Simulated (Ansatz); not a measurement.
Trial structure of Si4B, not yet relaxed:

```yaml
crystal:
  lattice:
    - [4.11324, 0.00000, 0.00000]
    - [0.00000, 4.11324, 0.00000]
    - [0.00000, 0.00000, 4.11324]
  atoms:
    - { symbol: Si, position: [0.00000, 0.00000, 0.00000] }
    - { symbol: Si, position: [0.50000, 0.50000, 0.00000] }
    - { symbol: Si, position: [0.50000, 0.00000, 0.50000] }
    - { symbol: Si, position: [0.00000, 0.50000, 0.50000] }
    - { symbol: B, position: [0.50000, 0.50000, 0.50000] }
```

Computed with DFT PBE, scalar-relativistic, plane waves, PAW in Ansatz. Plane waves to 420 eV, a k mesh through Γ of 4×4×4 on the computed 5-atom cell and Gaussian smearing (0.10 eV); no spin polarisation.

The zero of energy is the elements' standard structures at the same level; no fitted shifts are applied.

**Question.** What does a single point on this coarse mesh give?

**Answer.** The pressure is 3.5 GPa (it wants to expand), the largest force is 0.00 eV/Å (symmetry fixes the atoms), and the energy is +0.81 eV/atom against the elements. The shortest distance is 2.06 Å.

**Question.** How much does it gain on relaxing, and where does it end?

**Answer.** Relaxing gains under 0.1 eV/atom (the start's value is from the coarse mesh, so the gain is rough) in 4 ionic steps and ends at +0.74 eV/atom on the finer mesh. The symmetry stays Pm-3m (No. 221). The volume per atom grows by 1.0 %, from 13.9 to 14.1 Å³. The shortest distance stays 2.06 Å (Si–B). Conventional cell: a = 4.126 Å. Around Si on a site of symmetry m-3m lie 12 Si at 2.92 Å; Si on a site of symmetry 4/mmm has 2 B at 2.06 Å and 12 Si at 2.92 Å; B is surrounded by 6 Si at 2.06 Å.

The last run used a 10×10×10 mesh for its 5-atom cell and Gaussian smearing of 0.10 eV. The cell is a metal run without spin; a magnetic state may lie lower. The relaxation can't lower the symmetry of the start. A structure relaxed within its symmetry needn't be a true minimum. Another cell of Si4B relaxed alike, in Im-3m, lies 130 meV/atom lower, so this cell isn't the stable form at this level.
